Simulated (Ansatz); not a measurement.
ZnSi₂O:
```
CELL_PARAMETERS angstrom
      1.72394     0.99532     6.18536
     -1.72394     0.99532     6.18536
      0.00000    -1.99064     6.18536
ATOMIC_POSITIONS crystal
  Zn 0.02085 0.02085 0.02085
  O  0.13514 0.13514 0.13514
  Si 0.48228 0.48228 0.48228
  Si 0.61176 0.61176 0.61176
```

Relaxed with PBE. Special points in fractions of this cell's reciprocal vectors: Γ (0.000, 0.000, 0.000); T (0.500, 0.500, 0.500); H2 (0.816, 0.184, 0.500); H0 (0.500, -0.184, 0.184); L (0.500, 0.000, 0.000); S0 (0.342, -0.342, 0.000); S2 (0.658, 0.000, 0.342); F (0.500, 0.000, 0.500).

Question: List the band energies nearest the Fermi level at these points for the program Ansatz at the PBE level (PAW).

Answer: In eV from the Fermi level; about four levels below and three above (degenerate sets whole), none deeper than 8.9 eV; points with the same levels are listed once.

| k | below | above |
|---|---|---|
| Γ | -6.18 -6.18 -4.88 -2.09 | 2.82 2.82 3.60 |
| T | -6.18 -6.18 -5.94 -1.45 | 1.10 2.68 2.68 |
| H2 | -5.58 -3.89 -2.65 -2.34 | 0.45 1.46 2.63 |
| L | -5.45 -4.82 -3.73 -0.61 | 0.92 1.47 2.92 |
| S0 | -5.65 -3.91 -2.74 -2.34 | 0.48 1.57 2.62 |
| F | -5.98 -4.02 -2.70 -1.29 | 1.11 1.54 2.33 |

Space group R3m. The start of the workflow was typed in or built on a structure type; neither database checked (COD, Materials Project) lists it. Its standing as an ambient phase is unchecked. The cell was relaxed with PBE under the symmetry of its start; whether a distortion lowers the energy is not shown. The volume moved by 21 % from the start of the relaxation.

Potentials: the earlier of the program's two PAW sets.
